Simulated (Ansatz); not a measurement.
An ordered 4-atom cell of SnC3 on the diamond lattice (P-4m2), relaxed with r2SCAN in Ansatz. Space group P-4m2 (No. 115), tetragonal; a = 2.979 Å, c = 4.644 Å in the conventional setting, 10.30 Å³ an atom. C has 2 C at 1.71 Å and 2 Sn at 2.11 Å; C has 4 C at 1.71 Å; Sn has 4 C at 2.11 Å and 4 Sn at 2.98 Å.

The axes x, y and z are those of this cell:
```
CELL_PARAMETERS angstrom
2.97889 0.00000 0.00000
0.00000 2.97889 0.00000
0.00000 0.00000 4.64352
ATOMIC_POSITIONS crystal
C 0.50000 0.00000 0.82036
C 0.50000 0.50000 0.00000
C 0.00000 0.50000 0.17964
Sn 0.00000 0.00000 0.50000
```

Unstrained: PBE gives an indirect gap of 0.336 eV, from Γ to R; the least direct gap is 0.618 eV at Γ. With r2SCAN the valence top lies at Γ and the conduction bottom at R, 0.398 eV higher; the smallest vertical gap, at Γ, is 0.766 eV. With HSE06 the valence top lies at Γ and the conduction bottom at R, 1.133 eV higher; the smallest vertical gap, at Γ, is 1.518 eV. Meshes: PBE 8×8×6, r2SCAN 8×8×6, HSE06 6×6×4. Strains are changes of length per length. After each strain the atoms were relaxed again with r2SCAN within the symmetry that the strain leaves, so tilts or polar shifts that break it weren't tested; points keep the names that they have in the unstrained zone. (Calculated; spin-unpolarised; the phase may be known or hypothetical.)

**Question.** Apply uniaxial +5.76 % along x, other directions held. How far does the gap move, against the unstrained cell?

**Answer.** PBE: gap 0.34 before, none (overlap 0.31) after (eV); it has closed. r2SCAN: gap 0.40 before, none (overlap 0.33) after (eV); it has closed. HSE06: the gap goes from 1.133 to 0.427 eV (-0.706 eV). The r2SCAN energy rises by 36.6 meV an atom.

**Question.** Apply isotropic -2.73 % on every length. How far does the gap move, against the unstrained cell?

**Answer.** PBE: the gap goes from 0.336 to 0.351 eV (+0.015 eV); the edges go from Γ → R to Γ → Γ–M (0.75). r2SCAN: the gap goes from 0.398 to 0.528 eV (+0.130 eV); the edges go from Γ → R to Γ → Γ–M (0.75). HSE06: the gap goes from 1.133 to 1.289 eV (+0.156 eV); the edges go from Γ → R to Γ → Γ–M (0.67). The r2SCAN energy rises by 50.2 meV an atom.

Spin-orbit coupling is left out, which matters wherever the heavy atoms make up the band edges.

Overlapping bands make a metal at that level, for which these meshes are coarse; small forces, stresses and energy differences are uncertain. A small overlap in a semilocal functional can be an artefact that a hybrid or GW lifts.

The meshes of the hybrids are coarse, so their gaps aren't converged to the digits shown.
